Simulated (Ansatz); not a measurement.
Task: Each is relaxed and computed with plane-wave PAW PBEsol (Ansatz code). Which is the only metal?
A. Ca3SbN, anti-perovskite
B. CrAuO2, C2/m (Cr on 2d, Au on 2a, O on 4i)
C. AlInSb2, R3m (Al on 3a, In on 3a, Sb on 3a, Sb on 3a)
D. Sb2Au, Pa-3 (Sb on 8c, Au on 4a)

Result: D, Sb2Au, Pa-3 (Sb on 8c, Au on 4a). Sb2Au: metal; CrAuO2: gap 0.58 eV (indirect); AlInSb2: gap 0.41 eV (direct); Ca3SbN: gap 0.33 eV (direct). Spin orders computed, not proven ground states: CrAuO2, C2/m (Cr on 2d, Au on 2a, O on 4i) antiferromagnetic. Standing as an ambient phase not checked: Sb2Au, Pa-3 (Sb on 8c, Au on 4a); CrAuO2, C2/m (Cr on 2d, Au on 2a, O on 4i); AlInSb2, R3m (Al on 3a, In on 3a, Sb on 3a, Sb on 3a); Ca3SbN, anti-perovskite. Perhaps ordered models of mixed-site phases: AlInSb2, R3m (Al on 3a, In on 3a, Sb on 3a, Sb on 3a). All cells were relaxed under the symmetry of their starts (and spin orders); stability against distortions was not tested throughout. Cells of antiferromagnets are given as chemical subcells. No Hubbard U is applied. Spin–orbit coupling is left out wherever it is not named.

Potentials: the later of the program's two PAW sets.
